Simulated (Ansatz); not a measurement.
Si (diamond)

```
CELL_PARAMETERS angstrom
      0.00000     5.44431     5.44431
      2.72216     0.00000     2.72216
      2.72216     2.72216     0.00000
ATOMIC_POSITIONS crystal
  Si 0.25000 0.50000 0.50000
  Si 0.75000 0.50000 0.50000
  Si 0.37500 0.75000 0.75000
  Si 0.87500 0.75000 0.75000
```

The atoms are displaced by Q × the pattern below (from a DFPT mode at L = (0.5, 0.0, 0.0), largest move 1; Q in Å), at fixed cell. (q is in reciprocal vectors of the primitive cell; the cell shown is doubled to hold the pattern.)

```json
[
 {"atom": "Si1", "x": "-0.577", "y": "0.577", "z": "0.577"},
 {"atom": "Si2", "x": "0.577", "y": "-0.577", "z": "-0.577"},
 {"atom": "Si3", "x": "-0.577", "y": "0.577", "z": "0.577"},
 {"atom": "Si4", "x": "0.577", "y": "-0.577", "z": "-0.577"}
]
```

Calculation: r2SCAN (plane waves to 500 eV, PAW, scalar-relativistic; Ansatz, a quantum-chemistry and plane-wave program). k mesh 5×10×10 (Γ-centred), Fermi-Dirac smearing 0.05 eV. E stands for the smeared free energy. Si was relaxed with its symmetry unable to fall. The zero of ΔE is the undisplaced structure.

```json
[
 {"Q (Å)": "-0.1000", "ΔE (meV/cell)": "369"},
 {"Q (Å)": "-0.0833", "ΔE (meV/cell)": "withheld"},
 {"Q (Å)": "-0.0667", "ΔE (meV/cell)": "160"},
 {"Q (Å)": "-0.0500", "ΔE (meV/cell)": "89"},
 {"Q (Å)": "-0.0333", "ΔE (meV/cell)": "39"},
 {"Q (Å)": "-0.0167", "ΔE (meV/cell)": "10"},
 {"Q (Å)": "0.0000", "ΔE (meV/cell)": "0"},
 {"Q (Å)": "0.0167", "ΔE (meV/cell)": "10"},
 {"Q (Å)": "0.0333", "ΔE (meV/cell)": "39"},
 {"Q (Å)": "0.0500", "ΔE (meV/cell)": "89"},
 {"Q (Å)": "0.0667", "ΔE (meV/cell)": "160"},
 {"Q (Å)": "0.0833", "ΔE (meV/cell)": "withheld"},
 {"Q (Å)": "0.1000", "ΔE (meV/cell)": "369"}
]
```

### Question
Fit an even polynomial form (powers 2, 4) to the given rows and predict ΔE at Q = -0.0833.

### Answer
Least squares on the 11 given rows: ΔE = (35180)·Q² + (172300)·Q⁴, in meV/cell with Q in Å; root-mean-square residual 0.1 meV/cell. At -0.0833 the fit gives 252 meV/cell; the calculation gives 253 meV/cell, so the interpolation is off by -1 (-0.4 %). The quadratic term alone would give 244 meV/cell.

(A displaced cell: forces are minus the slopes of the energy, force constants its curvatures, and phonons follow from these.)
